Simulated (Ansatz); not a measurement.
Ni₂H:
```cif
data_HNi2
_chemical_formula_sum 'Ni2 H1'
_space_group_name_H-M_alt 'P 1'
_space_group_IT_number 1
_cell_length_a 2.51129
_cell_length_b 2.51129
_cell_length_c 4.16304
_cell_angle_alpha 90.000
_cell_angle_beta 90.000
_cell_angle_gamma 120.000
loop_
_space_group_symop_operation_xyz
  'x, y, z'
loop_
_atom_site_label
_atom_site_type_symbol
_atom_site_fract_x
_atom_site_fract_y
_atom_site_fract_z
_atom_site_occupancy
Ni1 Ni 0.66667 0.33333 0.74088 1
Ni2 Ni 0.33333 0.66667 0.25912 1
H1 H 0.00000 0.00000 0.00000 1
```
Starting moments (μB, in the order of the atoms Ni Ni H): 0.1 0.1 0.0.

Relaxed with PBEsol.

### Question
Which orbitals make up the states near the Fermi level in plane-wave PAW PBEsol (Ansatz code)?

### Answer
Within 0.5 eV of the Fermi level: Ni 3d 96 %. Projections are on Löwdin-orthogonalised atomic valence shells; empty p or d shells of many metals are not among them.

### Question
Tabulate the density of states.

### Answer
States/eV per cell of 3 atoms, in 0.25 eV bins, energy from the Fermi level.

```tsv
E (eV)	total	Ni 3d	Ni 4s	H 1s
-7.85	0.57	0.15	0.11	0.30
-7.60	0.75	0.24	0.10	0.40
-7.35	1.20	0.45	0.09	0.64
-7.10	0.87	0.35	0.04	0.46
-6.85	0.44	0.18	0.05	0.21
-6.60	0.07	0.01	0.06	0.00
-6.35	0.10	0.01	0.08	0.00
-6.10	0.12	0.02	0.10	0.00
-5.85	0.15	0.02	0.12	0.01
-5.60	0.19	0.04	0.14	0.01
-5.35	0.23	0.06	0.16	0.01
-5.10	0.31	0.10	0.19	0.01
-4.85	0.55	0.25	0.27	0.02
-4.60	1.19	0.73	0.42	0.02
-4.35	1.61	1.09	0.46	0.03
-4.10	1.85	1.30	0.47	0.05
-3.85	1.42	1.14	0.23	0.01
-3.60	2.14	1.85	0.19	0.04
-3.35	2.98	2.64	0.18	0.06
-3.10	4.58	4.13	0.19	0.09
-2.85	4.16	3.83	0.11	0.04
-2.60	2.01	1.89	0.04	0.01
-2.35	5.02	4.72	0.10	0.03
-2.10	6.21	5.82	0.13	0.05
-1.85	5.39	5.06	0.11	0.06
-1.60	6.56	6.26	0.10	0.04
-1.35	3.02	2.89	0.04	0.02
-1.10	3.55	3.44	0.03	0.01
-0.85	3.71	3.63	0.02	0.01
-0.60	4.63	4.57	0.03	0.01
-0.35	7.57	7.48	0.05	0.02
-0.10	7.09	6.96	0.08	0.03
0.15	1.54	1.36	0.10	0.05
0.40	1.19	0.96	0.12	0.07
0.65	1.07	0.79	0.13	0.09
0.90	0.89	0.60	0.13	0.09
1.15	0.77	0.47	0.12	0.10
1.40	0.68	0.38	0.12	0.10
1.65	0.61	0.31	0.11	0.09
1.90	0.54	0.25	0.11	0.08
2.15	0.48	0.20	0.10	0.07
2.40	0.45	0.17	0.11	0.06
2.65	0.47	0.16	0.12	0.05
2.90	0.46	0.14	0.13	0.04
3.15	0.43	0.12	0.13	0.04
3.40	0.41	0.11	0.12	0.04
3.65	0.39	0.09	0.12	0.04
3.90	0.36	0.08	0.11	0.04
4.15	0.37	0.08	0.13	0.04
4.40	0.25	0.05	0.07	0.03
4.65	0.15	0.03	0.05	0.02
```

Space group P-3m1. The workflow started from an entry of the Crystallography Open Database (COD), which files this formula under 2 space groups. Its standing as an ambient phase is unchecked. The PBEsol relaxation kept the symmetry of its start; its stability against distortions is not shown here. The final state is ferromagnetic, the only order run, not a proven ground state.

Potentials: the later of the program's two PAW sets.
